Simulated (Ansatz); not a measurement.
SnBi in space group I-4m2 (No. 119; Sn on 2a, Bi on 2d), DFT-PBEsol in the program Ansatz with PAW potentials, all energies at zero smearing, with the estimated change up to a 700 eV cutoff added, with one set of potentials and settings (totals compare only within such a set). Cell of 2 atoms (1 Sn, 1 Bi): -18191.731 eV.

```json
[
 {"element": "Sn", "reference phase": "I4_1/amd, 2 atoms in the cell", "E (eV/atom)": "-5949.7830"},
 {"element": "Bi", "reference phase": "R-3m, 2 atoms in the cell", "E (eV/atom)": "-12242.0039"}
]
```

Formation energy per atom, worked out: (-18191.731 − 1×(-5949.7830) − 1×(-12242.0039))/2 = 0.028 eV/atom (3 kJ per mol of atoms), at 0 K, without zero-point energy or fitted corrections.

The workflow started from a Materials Project entry (that database holds measured and hypothetical structures alike); the Crystallography Open Database copy checked does not list it. With Sn and Bi taken as one species the cell has the higher symmetry I4_1/amd, so it may be an ordered model of a mixed-site phase. Whether it is the stable phase at ambient conditions was not checked. The PBEsol relaxation kept the symmetry of its start; whether a distortion lowers the energy is not shown. The references are the lowest solids computed at this level, not always the standard phases. Scalar-relativistic: spin–orbit coupling is off unless named, which matters more the heavier the elements.

Potentials: the later of the program's two PAW sets.
